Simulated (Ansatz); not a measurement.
BiTe:
```
BiTe
1.0
    2.39874     1.38491     3.19901
   -2.39874     1.38491     3.19901
    0.00000    -2.76983     3.19901
Bi Te
1 1
Direct
  0.50000   0.50000   0.50000
  0.00000   0.00000   0.00000
```

Relaxed with PBEsol. Special points in fractions of this cell's reciprocal vectors: Γ (0.000, 0.000, 0.000); T (0.500, 0.500, 0.500); H2 (0.708, 0.292, 0.500); H0 (0.500, -0.292, 0.292); L (0.500, 0.000, 0.000); S0 (0.396, -0.396, 0.000); S2 (0.604, 0.000, 0.396); F (0.500, 0.000, 0.500).

Problem. List the band energies nearest the Fermi level at these points for DFT-PBEsol in the program Ansatz with PAW potentials.

Solution. In eV from the Fermi level; about four levels below and three above (degenerate sets whole), none deeper than 8.9 eV; points with the same levels are listed once.

| k | below | above |
|---|---|---|
| Γ | -8.12 -3.09 -3.09 -1.56 | 2.01 2.74 2.74 |
| T | -2.39 -1.78 -1.48 -1.48 | 8.26 8.94 9.46 9.46 |
| H2 | -5.16 -5.15 -1.88 -0.76 | 3.18 3.63 5.67 |
| L | -1.87 -1.04 -0.87 -0.65 | 0.51 6.63 6.77 |
| S0 | -5.71 -3.97 -3.03 | 2.17 2.54 3.08 |
| F | -5.96 -4.82 -3.35 | 2.26 3.18 3.79 |

Space group R-3m. The first step of the workflow began from a Materials Project structure, measured or hypothetical; the Crystallography Open Database copy checked does not list it. COD files the formula under space group No. 164, 225. Its standing as an ambient phase is unchecked. The cell was relaxed with PBEsol under the symmetry of its start; whether a distortion lowers the energy is not shown. With an odd number of electrons in the cell and no spin polarisation, the count alone makes it a metal. Spin–orbit coupling is left out wherever it is not named.

Potentials: the later of the program's two PAW sets.
